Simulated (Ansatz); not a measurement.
**SnTe$_{3}$: a faulty run and its cure**

Intended: SnTe$_{3}$, PBE, plane waves and PAW in Ansatz. The input:

```yaml
crystal:
  lattice:
    - [0.0, 3.861219, 3.861219]
    - [3.861219, 0.0, 3.861219]
    - [3.861219, 3.861219, 0.0]
  atoms:
    - { symbol: Sn, position: [0.0, 0.0, 0.0] }
    - { symbol: Te, position: [0.25, 0.25, 0.25] }
    - { symbol: Te, position: [0.75, 0.75, 0.75] }
    - { symbol: Te, position: [0.5, 0.5, 0.5] }
basis:
  ecutwfc: 420
kpoints:
  mp_grid: { grid: [10, 10, 10] }
hamiltonian:
  xc: pbe
  hubbard: { sites: [{ species: Fe, l: d, u_eff: 4.0 }] }
scf:
  occupations: { method: gaussian, width: 0.1 }
output:
  forces: true
  stress: true
  eigenvalues: true
```

From the log:

```text
Error: inconsistent input (hamiltonian.hubbard.sites[].species, crystal.atoms): hamiltonian.hubbard: Fe is not a species of this cell
```

Problem. Which fault does the input hold?
A. A smearing that washes the moments out
B. A Hubbard U on a species that isn't in the cell
C. Too few SCF iterations allowed
D. Starting moments without spin polarisation
E. Spin-orbit coupling without non-collinear spin

Solution. B. The entry names no atom of the cell. The cure is the entry removed.

The change to the input:

```diff
 hamiltonian:
-  hubbard: { sites: [{ species: Fe, l: d, u_eff: 4.0 }] }
```

With the mended input the run converges and gives no gap, a pressure of 0.00 GPa.